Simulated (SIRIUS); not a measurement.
Worked example: self-consistent single point of TiO₂ (P4_2/mnm, 6 atoms in the cell; from Materials Project mp-2657, changed as shown) in SIRIUS.

Computed with PBE, GBRV PBE ultrasoft pseudopotentials (plane waves; SIRIUS).

The change in words: volume scaled by 1.02. Reference geometry (P4_2/mnm):
```
CELL_PARAMETERS angstrom
      4.59984     0.00000     0.00000
      0.00000     4.59984     0.00000
      0.00000     0.00000     2.95921
ATOMIC_POSITIONS crystal
  Ti 0.50000 0.50000 0.00000
  Ti 0.00000 0.00000 0.50000
  O  0.69568 0.69568 0.50000
  O  0.30432 0.30432 0.50000
  O  0.80432 0.19568 0.00000
  O  0.19568 0.80432 0.00000
```

Reference input (self-consistent single point, DFT, PBE, plane waves, GBRV PBE ultrasoft pseudopotentials): parameters.ngridk = 4 4 6; parameters.xc_functionals = [XC_GGA_X_PBE, XC_GGA_C_PBE]; parameters.gk_cutoff = 6.325 1/bohr; parameters.pw_cutoff = 14.143 1/bohr; parameters.smearing = gaussian; parameters.smearing_width = 0.00183747 Ha; potentials = GBRV PBE ultrasoft pseudopotentials; parameters.electronic_structure_method = pseudopotential; parameters.num_bands = 29; parameters.num_mag_dims = 0; parameters.num_dft_iter = 100; parameters.energy_tol = 1e-07 Ha. This run's input differs from it in these lines:

```diff
@@ -32,7 +32,7 @@
     "lattice_vectors": [
-      [0.999999979, 0.0, 0.0],
-      [0.0, 0.999999979, 0.0],
-      [0.0, 0.0, 0.6433288849]
+      [1.000000037, 0.0, 0.0],
+      [0.0, 1.000000037, 0.0],
+      [0.0, 0.0, 0.643328919]
     ],
-    "lattice_vectors_scale": 8.692438,
+    "lattice_vectors_scale": 8.750008,
     "atom_coordinate_units": "au",
@@ -45,10 +45,10 @@
       "Ti": [
-        [4.3462189085, 4.3462189085, 0.0],
-        [0.0, 0.0, 2.7960482226]
+        [4.3750041617, 4.3750041617, 0.0],
+        [0.0, 0.0, 2.8145665938]
       ],
       "O": [
-        [6.0471551406, 6.0471551406, 2.7960482226],
-        [2.6452826765, 2.6452826765, 2.7960482226],
-        [6.991501585, 1.700936232, 0.0],
-        [1.700936232, 6.991501585, 0.0]
+        [6.0872057905, 6.0872057905, 2.8145665938],
+        [2.662802533, 2.662802533, 2.8145665938],
+        [7.0378066947, 1.7122016287, 0.0],
+        [1.7122016287, 7.0378066947, 0.0]
       ]
```

Log, with long lists cut:

```
[find] density tolerance         : 1e-06
[find] total energy tolerance    : 1e-07
[find] iter_solver_tol (initial) : 0.01
[find] iter_solver_tol (target)  : 1e-13
[find] num_dft_iter              : 100
Charges and magnetic moments
--------------------------------------------------------------------------------
total charge          : 48.000000
[find] | SCF iteration   0 out of 100|
[diagonalize] iterative solver tolerance (occupied, empty): 0.01 0.01
[diagonalize] average number of iterations: 2
[find] Charges and magnetic moments
[find] total charge          : 48.000000
[find] Energy
[find] smearing (-TS)                 :       0.00000000
   [... lines left out ...]

[find] Charges and magnetic moments
[find] total charge          : 48.000000
[find] Energy
[find] smearing (-TS)                 :      -0.00000000
[find] Total energy                   :    -184.22552070 (Ha),    -368.45104140 (Ry)
[find] Free energy (E-TS)             :    -184.22552070 (Ha),    -368.45104140 (Ry)
[find] band gap (eV)                  :       1.81426845
[find] Efermi                         :       0.35845523
[find] iteration : 27, RMS (target) : 8.0156e-07 (1.0000e-06) , energy difference (target) : -5.6843e-11 (1.0000e-07)
[find] bands are converged : true
[find] iterative solver converged : false
[find] converged after 28 SCF iterations!
[find] Charges and magnetic moments
[find] total charge          : 48.000000
[find] Energy
[find] smearing (-TS)                 :      -0.00000000
[find] Total energy                   :    -184.22552070 (Ha),    -368.45104140 (Ry)
[find] Free energy (E-TS)             :    -184.22552070 (Ha),    -368.45104140 (Ry)
[find] band gap (eV)                  :       1.81426845
[find] Efermi                         :       0.35845523
[ground_state] === stress tensor components [kbar] ===
[ground_state] === stress_total ===
[ground_state]    -6.118893    0.000000   -0.000000
[ground_state]     0.000000   -6.118893    0.000000
[ground_state]    -0.000000    0.000000   12.812890
[ground_state] ==== total Forces in Ha/bohr =====
[ground_state] atom:    0, force:       0.0000000      0.0000000      0.0000000
[ground_state] atom:    1, force:       0.0000000      0.0000000      0.0000000
[ground_state] atom:    2, force:      -0.0011840     -0.0011840     -0.0000000
[ground_state] atom:    3, force:       0.0011840      0.0011840      0.0000000
[ground_state] atom:    4, force:       0.0011840     -0.0011840     -0.0000000
[ground_state] atom:    5, force:      -0.0011840      0.0011840      0.0000000
```

The run converged in 28 iterations. SIRIUS prints the stress tensor with tension positive. Against the reference run the free energy drops by 3.0 meV/atom, the pressure goes from 4.68 to -0.02 GPa, the largest force goes from 0.005 to 0.086 eV/Å and the gap on the mesh goes from 1.863 to 1.814 eV.

The structure comes from a collection of computed structures, made at another level of theory; the collection holds predicted forms beside known ones.

Cost on one core: very roughly 40 core-seconds.

The gap that the log prints is read on the run's mesh, which can miss the band edges or a crossing.
